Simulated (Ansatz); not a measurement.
Level: LDA, no spin polarisation; 420 eV; 7×7×11 Γ-centred mesh; fermi-dirac occupations (width 0.0205 eV); Ansatz 0.2.0, fixed geometry.

Computed maps in the lattice plane spanned by b (left to right, 5.52 Å, 17 points from zero) and c (bottom to top, 3.10 Å, 9 points from zero), 90° apart, at height 0.500 along a. The fields are smooth PAW ones with compensation charges, not the true ones near nuclei.

Valence density. Digits on a logarithmic scale: 0 up to 0.03 e/Å³, each further digit a factor of 1.6, 9 from 1.3 e/Å³ up:
```
55566665555666655
55566665555666655
34555555335555554
22455553223555542
22455553223555542
34555555335555554
55566665555666655
55566665555666655
55566665555666655
```

**Question.** The cell is LuAl$_{3}$B$_{2}$. Which atoms lie within 0.2 Å of this plane, and where (fractions of b and c)?

**Answer.** Al at (0.00, 0.50), Al at (0.50, 0.50). The whole cell:
```yaml
crystal:
  lattice:
    - [5.51735, 0.00000, 0.00000]
    - [-2.75867, 4.77816, 0.00000]
    - [0.00000, 0.00000, 3.09902]
  atoms:
    - { symbol: B, position: [0.33330, 0.66670, 0.00000] }
    - { symbol: B, position: [0.66660, 0.33330, 0.00000] }
    - { symbol: Al, position: [0.50000, 0.00000, 0.50000] }
    - { symbol: Al, position: [0.50000, 0.50000, 0.50000] }
    - { symbol: Al, position: [0.00000, 0.50000, 0.50000] }
    - { symbol: Lu, position: [0.00000, 0.00000, 0.00000] }
```

Origin: a known structure type with other elements, at an estimated volume, so it need not be a known compound.
